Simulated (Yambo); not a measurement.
Yambo run on RbHgF₃ (cubic perovskite, space group Pm-3m, No. 221). The wavefunctions are norm-conserving PBEsol (Quantum ESPRESSO, 84 Ry, scalar-relativistic) ones on a 4×4×4 mesh (25 occupied bands); a = b = c = 4.549 Å, α = β = γ = 90.00°.

Yambo input:

```
rim_cut
HF_and_locXC
RandQpts= 1000000
RandGvec= 1 Ry
EXXRLvcs= 84 Ry
VXCRLvcs= 336 Ry
% QPkrange
 1 | 1 | 25 | 26 |
 3 | 3 | 25 | 26 |
 6 | 6 | 25 | 26 |
 10 | 10 | 25 | 26 |
%
```

k points by index: 1 = Γ, 3 = X, 6 = M, 10 = R.

Table of the .hf output:

```
#    K-point    Band    Eo [eV]    Ehf [eV]    Vxc [eV]    Vnlxc [eV]
#
    1    25    -2.405952    -10.17268    -21.70748    -29.47420
    1    26    0.456919    4.556829    -13.16700    -9.067087
    3    25    -2.017925    -9.724615    -22.43964    -30.14633
    3    26    3.105193    6.919332    -18.31213    -14.49799
    6    25    -0.380621E-3    -5.593695    -24.84460    -30.43791
    6    26    4.293170    8.941306    -18.48653    -13.83840
    10    25    0.000000    -5.618894    -24.84565    -30.46454
    10    26    5.569412    11.19108    -19.34824    -13.72657
```
Exchange alone, without screening.

Spin-orbit coupling is not included.

Geometry of the Materials Project entry, not relaxed at this level.
